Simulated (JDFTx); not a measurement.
- surface = WSi2(101), Si outermost, slab composition W3Si6
- bulk = WSi2, I4/mmm, lattice of mp-1620 (not re-optimised)
- slab = 9 atoms in 9 planes, 1x1, 7.7 Å between the outermost planes
- in-plane cell = 3.215 × 4.515 Å, 13.56 Å²
- cell height = 23.9 Å
- sampling = 8×8×1 k mesh, Fermi smearing 0.01 Ha, no spin polarisation

Whether this polymorph is the ambient one wasn't checked.

Method: PBE, GBRV ultrasoft potentials, plane waves to 20/100 Ha, in a modified build of JDFTx. Liquid on both sides: soft-sphere model, water, 2 M NaCl; nuclei fixed, outer atoms relaxed in vacuum. The electron chemical potential μ is absolute (zero in the bulk liquid) and is turned into a potential by U = −μ/e − 4.44 V vs SHE, a convention. Ideal, unreconstructed faces without any overlayer.

```csv
U (V vs SHE),μ (eV),excess electrons per cell,"σ (μC/cm², per face)",run
-0.46,-3.98,0.000,0.0,neutral
-0.15,-4.29,-0.147,8.7,fixed potential
0.15,-4.59,…,…,fixed potential
```

### Question
Fill in the missing entries, row by row.

### Answer

- 0.15, excess electrons per cell: -0.283
- 0.15, σ (μC/cm², per face): 16.7
